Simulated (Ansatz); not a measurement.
# Notes on HfO2

```xyz
3
Lattice="0.0000 2.5661 2.5661 2.5661 0.0000 2.5661 2.5661 2.5661 0.0000" Properties=species:S:1:pos:R:3 pbc="T T T"
Hf    0.0000    0.0000    0.0000
O     1.2830    1.2830    1.2830
O     3.8491    3.8491    3.8491
```

Single point in Ansatz 0.2.0 with PBE, spin-orbit coupling. Cutoff 420 eV, PAW datasets, 9×9×9 Γ-centred k mesh, fermi-dirac filling (width 0.1 eV).

The state carries no moments; the state need not be the lowest.

- Formation energy: -3.36 eV an atom against the elements' usual phases (free molecules for gases, crystals otherwise, with no correction for O₂ or N₂), so it is bound against them; other compounds may still compete. Relaxing would lower it.
- Band edges: Within 0.7 eV of the edges, the states project mainly on O p (96 %) below the gap and on Hf d (84 %) above it.
- Electronic structure: The gap is 3.70 eV, direct at the points sampled.
- Charges: Bader charges in e: Hf +2.69, O -1.34. In the mean Hf gives up most and O takes most.

Origin: a database entry at a rescaled volume.
